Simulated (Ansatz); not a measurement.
Sheets of one type (V2Se2O-type), plane-wave PAW PBE (Ansatz code); HSE06 gaps on those cells.

| layer | a (Å) | thickness (Å) |
|---|---|---|
| Cr2OSeTe | 3.926 | 3.58 |
| V2OSTe | 3.889 | 3.48 |
| V2OSeTe | ___ | ___ |
| Nb2OSeTe | 4.125 | 3.86 |

Task: Some entries are withheld; supply them.

Result: 
- V2OSeTe, a (Å): 3.913
- V2OSeTe, thickness (Å): 3.70

Spin orders computed, not proven ground states: Cr2OSeTe, V2Se2O-type layer antiferromagnetic; V2OSTe, V2Se2O-type layer antiferromagnetic; V2OSeTe, V2Se2O-type layer antiferromagnetic. Began spin-polarised and lost the moments: Nb2OSeTe, V2Se2O-type layer. All cells were relaxed under the symmetry of their starts (and spin orders); stability against distortions was not tested throughout. No Hubbard U is applied. Spin–orbit coupling is left out wherever it is not named. Constructed layers (a layer type filled with these elements): Cr2OSeTe, V2Se2O-type layer; V2OSTe, V2Se2O-type layer; V2OSeTe, V2Se2O-type layer; Nb2OSeTe, V2Se2O-type layer.

Potentials: the later of the program's two PAW sets.
